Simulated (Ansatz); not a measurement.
## Compressing Pd: a fit and a missing row

Pd, Fm-3m, a = 3.875 Å. Ansatz: PBEsol, PAW, 420 eV, Γ-centred 18×18×18 mesh on 1 atom, Gaussian smearing 0.10 eV; no spin polarisation. Symmetry fixes shape and atoms, so the cell is only scaled; pressure is positive in compression.

```tsv
V (Å³/atom)	P (GPa)
12.801	?
13.237	24.91
13.673	14.98
14.110	6.78
14.546	0.01
14.982	-5.58
15.419	-10.16
16.001	-15.02
```

Q: Take V0 = 14.546 Å³/atom, count pressures from its P0 = 0.01 GPa, fit the third-order Birch–Murnaghan form to the other rows, and predict the missing pressure.

A: With the Eulerian strain f = ½[(V0/V)^(2/3) − 1] and y = (P − P0)/[3f(1 + 2f)^(5/2)], the form is the line y = B0 + 1.5 B0 (B0′ − 4) f. Rows (f, y): 0.03244, 218.6; 0.02106, 213.7; 0.01025, 209.3; -0.00975, 200.8; -0.01906, 196.0; -0.03079, 190.7. Means f = 0.0006917, y = 204.85; Σ(Δf)² = 0.003004, ΣΔfΔy = 1.322; the slope is their ratio. y = 204.5 + 440.0 f GPa, so B0 = 204.5 GPa and B0′ = 4 + 2 × (440.0)/(3 × 204.5) = 5.43. At V = 12.801, f = 0.04446, y = 224.06 and P = 36.99 GPa. The run gave 36.92 GPa, so the fit is 0.07 GPa too high, a small miss on the scale of the series.